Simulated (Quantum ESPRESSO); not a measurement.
AlSi$_{6}$N (made-up cell) (calculated)

Computed with Quantum ESPRESSO 7.5. Calculation on a made-up crystal cell, not a measurement: periodic Kohn-Sham density functional theory in plane waves with PseudoDojo standard norm-conserving scalar-relativistic pseudopotentials, each functional with its own files (v0.5 for PBE, v0.4.1 for LDA and PBEsol), no spin polarisation, no spin-orbit coupling, atoms not relaxed, stress positive in tension, energies less a fixed whole-eV offset for each atom's element; levels are Kohn-Sham levels at fractions of this cell's reciprocal vectors, counted from the reference band (half the neutral cell's valence electrons, rounded up) at Gamma; error bars cover cutoff and k-mesh only, not smearing or the files; added strain carries the atoms with the cell, and shear is the tensor component; each bar is the largest change over components, and at least 0.002 eV, 0.002 eV per angstrom or 0.02 GPa; energies are for the whole cell, and the offsets were chosen from early runs and are not element reference energies.

Settings shared by all entries: lattice type zincblende/diamond; functional pbe; cutoff 1143 eV; fermi dirac smearing 0.1 eV; scf tolerance 1e-07 eV; electrons removed 0; k mesh 6 x 6 x 6, shifted by half a step.

(1) AlSi$_{6}$N (made-up cell)

```
AlSi6N
1.0
      5.4130    -0.0013     0.0225
     -0.0013     5.4704    -0.0306
      0.0225    -0.0306     5.4695
Si Al Si N
4 1 2 1
Direct
  -0.00045 -0.00011 0.00624
  -0.00699 0.52143 0.51680
  0.50842 0.00805 0.51199
  0.49372 0.49015 0.00983
  0.27824 0.26258 0.23720
  0.26234 0.74104 0.76623
  0.74166 0.23056 0.75156
  0.76539 0.74479 0.24834
```

```
free energy less offsets : 5.211 eV
smearing term minus ts   : -0.07864 eV
scf iterations           : 11
pressure                 : -2.451 GPa
stress xx                : 2.086 GPa
stress yy                : 2.92 GPa
stress zz                : 2.347 GPa
stress yz                : 0.6946 GPa
stress xz                : -0.3024 GPa
stress xy                : -3.148 GPa
fermi level              : 0.1308 eV
reference band           : 16
error bar energy         : 0.00441 eV
error bar stress         : 0.02 GPa
error bar force          : 0.01208 eV/Å
error bar next band up   : 0.002515 eV
error bar fermi level    : 0.005188 eV
error bars from          : tighter rerun of this cell
```

Atoms:
```
atoms element  atom site  atom energy offset (eV)
           Si          1                     -115
           Si          2                     -115
           Si          3                     -115
           Si          4                     -115
           Al          5                      -64
           Si          6                     -115
           Si          7                     -115
            N          8                     -283
```

Forces:
```
site  x (eV/Å)  y (eV/Å)  z (eV/Å)
   1   -0.8269    -1.256     1.025
   2   -0.9239   -0.1273    -1.685
   3     -0.46    -2.186    -1.716
   4     3.525     2.931    -1.459
   5    -2.718    -2.088     2.953
   6   -0.1022    0.9389   -0.4381
   7     1.373      1.54    0.8652
   8    0.1339    0.2478    0.4535
```

Levels:
```
level k point  next band up (eV)
        Gamma             0.5232
(1/2,1/2,1/2)              0.441
   (0.15,0,0)             0.3036
   (0,0.15,0)             0.3442
   (0,0,0.15)              0.209
```

(2) AlSi$_{6}$N (made-up cell)

```
AlSi6N
1.0
      5.4130    -0.0013     0.0225
     -0.0013     5.4704    -0.0306
      0.0225    -0.0306     5.4695
Si Al Si N
4 1 2 1
Direct
  -0.00045 -0.00011 0.00624
  -0.00699 0.52143 0.51680
  0.50842 0.00805 0.51199
  0.49372 0.49015 0.00983
  0.27999 0.26258 0.23719
  0.26234 0.74104 0.76623
  0.74166 0.23056 0.75156
  0.76539 0.74479 0.24834
```

```
stress yy : —
stress xx : —
```

Atoms:
```
atoms element  atom site  atom energy offset (eV)
           Si          1                     -115
           Si          2                     -115
           Si          3                     -115
           Si          4                     -115
           Al          5                      -64
           Si          6                     -115
           Si          7                     -115
            N          8                     -283
```

Q: AlSi$_{6}$N (made-up cell) (entry 2): stress yy?
A: 2.856 GPa

Q: What stress xx does the calculation give for AlSi$_{6}$N (made-up cell) (entry 2)?
A: 2.078 GPa

Q: Give the table of levels values for AlSi$_{6}$N (made-up cell) (entry 2).
A: 
Levels:
```
level k point  next band up (eV)
        Gamma             0.5285
(1/2,1/2,1/2)             0.4493
   (0.15,0,0)              0.308
   (0,0.15,0)             0.3501
   (0,0,0.15)             0.2144
```

Further results for AlSi$_{6}$N (made-up cell) (entry 2):

```
free energy less offsets : 5.237 eV
smearing term minus ts   : -0.07864 eV
scf iterations           : 11
pressure                 : -2.403 GPa
stress zz                : 2.275 GPa
stress yz                : 0.833 GPa
stress xz                : -0.2628 GPa
stress xy                : -3.169 GPa
fermi level              : 0.1322 eV
reference band           : 16
error bar energy         : 0.00441 eV
error bar stress         : 0.02 GPa
error bar force          : 0.01208 eV/Å
error bar next band up   : 0.002515 eV
error bar fermi level    : 0.005188 eV
error bars from          : tighter rerun of a related cell
```

Forces:
```
site  x (eV/Å)  y (eV/Å)  z (eV/Å)
   1   -0.8049    -1.235     1.046
   2   -0.9152   -0.1346    -1.695
   3    -0.438    -2.206    -1.693
   4     3.574     3.003     -1.53
   5    -2.827    -2.154     2.991
   6   -0.1052    0.9376   -0.4386
   7     1.376      1.54    0.8648
   8    0.1406    0.2484    0.4541
```
